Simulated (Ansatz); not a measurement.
Below is a relaxed structure of ZnS3. The cell was found from a structure generator's guess, not taken from experiment.

Method: DFT PBE, scalar-relativistic, plane waves, PAW (Ansatz 0.2.0). Cutoff 420 eV, Γ-centred mesh, Gaussian smearing, no spin polarisation.

```cif
data_structure
_symmetry_space_group_name_H-M 'P 1'
_symmetry_Int_Tables_number 1
_cell_length_a 5.7306
_cell_length_b 6.9783
_cell_length_c 6.1402
_cell_angle_alpha 90.000
_cell_angle_beta 114.916
_cell_angle_gamma 90.000
_cell_volume 222.69
loop_
_atom_site_label
_atom_site_type_symbol
_atom_site_fract_x
_atom_site_fract_y
_atom_site_fract_z
_atom_site_occupancy
Zn1 Zn 0.88560 0.75365 0.88681 1
Zn2 Zn 0.88560 0.24635 0.88681 1
S1 S 0.62921 0.00000 0.61390 1
S2 S 0.78234 0.50000 0.08336 1
S3 S 0.97437 0.00000 0.56442 1
S4 S 0.65177 0.50000 0.34770 1
S5 S 0.20691 0.00000 0.93975 1
S6 S 0.98150 0.50000 0.67637 1
```

Formation energies are uncorrected and refer to the elements' standard structures at the same level.

Task: Find its symmetry and describe it.

Result: Pm (No. 6). Conventional cell: a = 5.731 Å, b = 6.978 Å, c = 6.140 Å, β = 114.9°. Zn has 4 S at 2.35–2.44 Å and 1 S at 2.83 Å; S on its first site has 1 S at 2.12 Å and 2 Zn at 2.42 Å; S on its second site is surrounded by 1 S at 2.05 Å and 2 Zn at 2.35 Å; S on its third site is surrounded by 2 S at 2.12 Å and 2 Zn at 2.83 Å; 3 more sites not described.

Task: How far does it lie from the elements in energy?

Result: −0.116 eV/atom. A negative formation energy is needed for stability but isn't enough: competing phases decide.

Task: Is it a metal?

Result: No, the gap on the 6×4×6 mesh is 1.19 eV.

The last run used a 6×4×6 mesh (in the run's order of axes) for its 8-atom cell and Gaussian smearing of 0.02 eV. No dispersion correction is applied, so the spacing and binding between layers, chains or molecules are poorly described. Kohn–Sham gaps at this level usually fall short of measured ones. The reference form of S is held partly by dispersion forces, which this level lacks. This cell was reached by moving the atoms of another relaxed cell at random and relaxing again, last within the group found; it had no such test of its own.
